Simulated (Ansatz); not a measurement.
La3AlN4, ordered on the wurtzite lattice (Cm) with 8 atoms a cell (it has left that coordination) at its r2SCAN geometry, run in the plane-wave code Ansatz at 2 levels of theory. No magnetic order and no zero-point or thermal motion; the cell was built from a prototype and may be hypothetical.

The PBE+SOC input:
```yaml
crystal:
  lattice:
    - [6.4493460172, -1.8897835344, 0.1875200864]
    - [6.4493460172, 1.8897835344, 0.1875200864]
    - [-2.6732400157, 0.0, 5.8472775144]
  atoms:
    - { symbol: Al, position: [0.9851144198, 0.9851144198, 0.3150667134] }
    - { symbol: La, position: [0.2872663316, 0.2872663316, 0.9927847489] }
    - { symbol: "N", position: [0.8269702729, 0.8269702729, 0.2192235907] }
    - { symbol: "N", position: [0.0811527469, 0.0811527469, 0.6254659933] }
    - { symbol: La, position: [0.5125176938, 0.5125176938, 0.7812144417] }
    - { symbol: La, position: [0.7196966747, 0.7196966747, 0.4648129853] }
    - { symbol: "N", position: [0.3261559978, 0.3261559978, 0.6608564343] }
    - { symbol: "N", position: [0.5111258623, 0.5111258623, 0.1905750925] }
kpoints:
  mp_grid: { grid: [8, 8, 4] }
  band_path:
    path:
      - [0.0, 0.0, 0.0]
      - [-0.275275107, 0.275275107, 0.0]
      - [0.275275107, 0.724724893, 0.0]
      - [0.5, 0.5, 0.0]
      - [0.5, 0.5, -0.5]
      - [0.2555326541, 0.7444673459, -0.5]
      - [-0.2555326541, 0.2555326541, -0.5]
      - [0.0, 0.0, -0.5]
      - [0.0, 0.5, -0.5]
      - [0.234375, -0.234375, -0.5]
    npoints: 1
hamiltonian:
  xc: pbe
scf:
  occupations: { method: fermi_dirac, width: 0.02 }
  n_extra_bands: 12
magnetization:
  noncollinear: true
  spin_orbit: true
output:
  forces: true
  stress: true
  eigenvalues: true
```

Main results, then, where recorded, the levels near the gap in eV from the Fermi energy (columns number the bands from 0), one row a point of the path (Γ, C, C₂, Y₂, M₂, D, D₂, A, L₂, D₂–A (0.08)):
```
Crystal: 8 atoms, lattice volume = 144.426 Å³
Symmetry: 2 space group operations + 2 with time reversal
Magnetic group: BNS 8.33 (UNI 40)
```
```
Basis set: ecut = 420 eV, 2829 PW (Γ)
Bands: 68, of which v1, the nominal top of the filled ones, is band 56 counted from 1 (55 counted from 0)
k-points: 78 of 256 (time reversal used)
Free energy (F): -20848.597081 eV
Fermi energy:    10.397012 eV
--- Forces (eV/Å), atoms counted from 1 ---
  atom   1  Al      0.09421      0.00000    -0.07452
  atom   2  La      0.01851      0.00000      0.00831
  atom   3  N     -0.18692      0.00000    -0.02951
  atom   4  N       0.02672      0.00000      0.21281
  atom   5  La      0.02209      0.00000      0.02450
  atom   6  La      0.00362      0.00000    -0.04637
  atom   7  N     -0.04062      0.00000    -0.01412
  atom   8  N       0.06246      0.00000    -0.08107
--- Stress (GPa, compression-positive) ---
        0.986860       0.000000       0.144143
        0.000000       1.067627       0.000000
        0.144160       0.000000       1.014355
  P = ⅓ Tr σ = 1.0229 GPa (10.229 kbar)
```
```tsv
band_46	band_47	band_48	band_49	band_50	band_51	band_52	band_53	band_54	band_55	band_56	band_57	band_58	band_59	band_60	band_61
-1.763	-1.763	-1.579	-1.579	-1.343	-1.343	-1.262	-1.262	-1.079	-1.079	0.260	0.260	1.665	1.665	2.201	2.201
-1.345	-1.299	-1.262	-1.195	-1.179	-1.156	-1.037	-0.988	-0.792	-0.716	1.357	1.382	1.744	1.797	2.155	2.168
-1.345	-1.299	-1.262	-1.195	-1.179	-1.156	-1.037	-0.988	-0.792	-0.716	1.357	1.382	1.744	1.797	2.155	2.168
-1.979	-1.979	-1.543	-1.543	-1.393	-1.393	-1.313	-1.313	-1.071	-1.071	0.968	0.968	1.755	1.755	2.277	2.277
-1.798	-1.798	-1.439	-1.439	-1.390	-1.390	-1.264	-1.264	-1.052	-1.052	1.466	1.466	1.592	1.592	1.957	1.957
-1.517	-1.462	-1.237	-1.210	-0.850	-0.752	-0.700	-0.640	-0.351	-0.292	1.432	1.498	1.826	1.865	2.254	2.268
-1.517	-1.462	-1.237	-1.210	-0.850	-0.752	-0.700	-0.640	-0.351	-0.292	1.432	1.498	1.826	1.865	2.254	2.268
-1.635	-1.635	-1.568	-1.568	-1.497	-1.497	-1.409	-1.409	-1.296	-1.296	1.176	1.176	1.895	1.895	2.059	2.059
-1.515	-1.515	-1.097	-1.097	-1.003	-1.003	-0.641	-0.641	-0.308	-0.308	1.494	1.494	1.876	1.876	2.258	2.258
-1.505	-1.449	-1.262	-1.245	-0.891	-0.822	-0.738	-0.706	-0.326	-0.266	1.491	1.543	1.841	1.889	2.219	2.241
```

The PBE+SOC gap is indirect, 0.53 eV (D₂–A (0.08 of the way from D₂) to Γ), below the direct gap of 1.34 eV at Γ.

Q: Another run on the same cell gave
```
Basis set: ecut = 420 eV, 2829 PW (Γ)
Bands: 34, of which v1, the nominal top of the filled ones, is band 28 counted from 1 (27 counted from 0)
k-points: 24 of 64 (time reversal used)
hybrid outer 1: dexx = +7.948e-2 eV, tail = 1.52e-4 eV
hybrid outer 2: dexx = +6.370e-6 eV, tail = 1.13e-7 eV, Δε = 3.81e-3 eV, ΔF = 1.38e-2 eV/Å
hybrid outer 3: dexx = +2.114e-9 eV, tail = 1.73e-9 eV, Δε = 2.94e-5 eV, ΔF = 1.06e-4 eV/Å
Free energy (F): -20843.158223 eV
Fermi energy:    9.144839 eV
--- Forces (eV/Å), atoms counted from 1 ---
  atom   1  Al    -0.06603      0.00000    -0.00933
  atom   2  La      0.24480      0.00000      0.07421
  atom   3  N     -0.11273      0.00000    -0.11976
  atom   4  N     -0.04548      0.00000      0.16412
  atom   5  La    -0.20640      0.00000    -0.11460
  atom   6  La      0.10903      0.00000      0.04926
  atom   7  N     -0.02750      0.00000      0.02561
  atom   8  N       0.10434      0.00000    -0.06951
--- Stress (GPa, compression-positive) ---
       -1.065940       0.000000      -0.179437
        0.000000      -0.477636       0.000000
       -0.179414       0.000000      -0.895215
  P = ⅓ Tr σ = -0.8129 GPa (-8.129 kbar)
```
```tsv
band_23	band_24	band_25	band_26	band_27	band_28	band_29	band_30
-1.594	-1.433	-1.080	-1.035	-0.830	2.133	3.783	4.393
-1.086	-0.973	-0.933	-0.776	-0.436	3.277	3.782	4.375
-1.086	-0.973	-0.933	-0.776	-0.436	3.277	3.782	4.375
-1.770	-1.366	-1.119	-1.104	-0.793	2.924	3.929	4.624
-1.616	-1.179	-1.166	-1.054	-0.742	3.520	3.708	4.094
-1.230	-0.966	-0.501	-0.407	-0.017	3.409	3.916	4.468
-1.230	-0.966	-0.501	-0.407	-0.017	3.409	3.916	4.468
-1.410	-1.379	-1.271	-1.202	-1.059	3.138	4.180	4.386
-1.297	-0.820	-0.738	-0.376	0.000	3.453	3.938	4.481
-1.225	-0.996	-0.561	-0.475	0.011	3.471	3.948	4.417
```
Which level of theory and mesh gave it?

A: It is PBE0, judged by the exchange loop and the size of the gap (a near hybrid could fit too), on 4×4×4; the blocks that differ from the first input, but for the band path:
```yaml
kpoints:
  mp_grid: { grid: [4, 4, 4] }
hamiltonian:
  xc: pbe0
scf:
  occupations: { method: fixed }
  n_extra_bands: 6
```
(magnetization left out)
The PBE0 gap is indirect, 2.12 eV (D₂–A (0.08 of the way from D₂) to Γ), below the direct gap of 2.96 eV at Γ. The mean pressure at these positions is -0.8 GPa, compression counted positive. The stress of a hybrid is loosely converged here.

Small level splittings and stresses of the hybrids carry the error of their coarser meshes.

Totals of different functionals, or with and without spin-orbit coupling, can't be compared.

Only the levels marked +SOC include spin-orbit coupling.
